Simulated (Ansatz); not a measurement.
BaAlGeH:
```
CELL_PARAMETERS angstrom
      4.34597     0.00000     0.00000
     -2.17299     3.76372     0.00000
      0.00000     0.00000     5.26413
ATOMIC_POSITIONS crystal
  Ba 0.33333 0.66667 0.10177
  Al 0.00000 0.00000 0.64161
  Ge 0.66667 0.33333 0.55408
  H  0.00000 0.00000 0.96854
```

Relaxed with r²SCAN.

Problem. Give the Bader charges and basin volumes of the independent atoms, r²SCAN in the plane-wave PAW code Ansatz.

Solution. 

| atom | Bader charge (e) | Bader volume (Å³) |
|---|---|---|
| Ba1 | +1.30 | 27.0 |
| Al2 | +1.75 | 9.7 |
| Ge3 | -2.22 | 39.4 |
| H4 | -0.82 | 10.1 |

Space group P3m1. The first step of the workflow began from a Materials Project structure, measured or hypothetical; the Crystallography Open Database files this formula in space group No. 156, but the cells were not matched. Its standing as an ambient phase is unchecked. The cell was relaxed with r²SCAN under the symmetry of its start; whether a distortion lowers the energy is not shown. Scalar-relativistic: spin–orbit coupling is off unless named, which matters more the heavier the elements.

Potentials: the later of the program's two PAW sets.
